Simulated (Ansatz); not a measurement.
CaCu2Si2: strain energy, fitted

CaCu2Si2, I4/mmm, a = 4.003 Å, c = 9.816 Å. The structure is a COD entry; whether it is the stable form wasn't checked. Ansatz: PBEsol, PAW, 420 eV, Γ-centred 10×10×4 mesh on 10 atoms, Gaussian smearing 0.10 eV; no spin polarisation. Series: uniaxial strain along c, with a, b and atoms relaxed; x is the strain in per cent. y is the free energy over the unstrained cell, V0 = 15.733 Å³/atom.

| x (%) | y (meV/atom) |
| --- | --- |
| -6.0 | ? |
| -4.0 | 11.15 |
| -2.0 | 2.30 |
| 0.0 | 0.00 |
| 2.0 | 3.75 |
| 4.0 | 12.47 |
| 6.0 | 25.67 |

Question: Fit y = c2 x² + c3 x³ to the other rows, turn c2 into a modulus, and predict the missing energy.

Answer: Least squares on the rows shown. y = 0.71390 x² + 0.0016277 x³. In eV per unit strain² c2 is 7.139; this is Young's modulus along the axis (E = ½ Y V0 ε²): 2 × 7.139 × 160.2 / (15.733) = 145 GPa. The unstrained cell keeps some stress along the strain, worth a slope of 0.32 meV/atom per %, which the form leaves out. With a term in x⁴ added, the coefficient of x² becomes 0.8055, 13 % more, which shows how far this figure hangs on the form. At x = -6.0 the fit asked for gives 25.35 meV/atom. The run gave 25.72 meV/atom, so the fit is 0.37 meV/atom too low, within the rms miss on the fitted rows (0.65 meV/atom).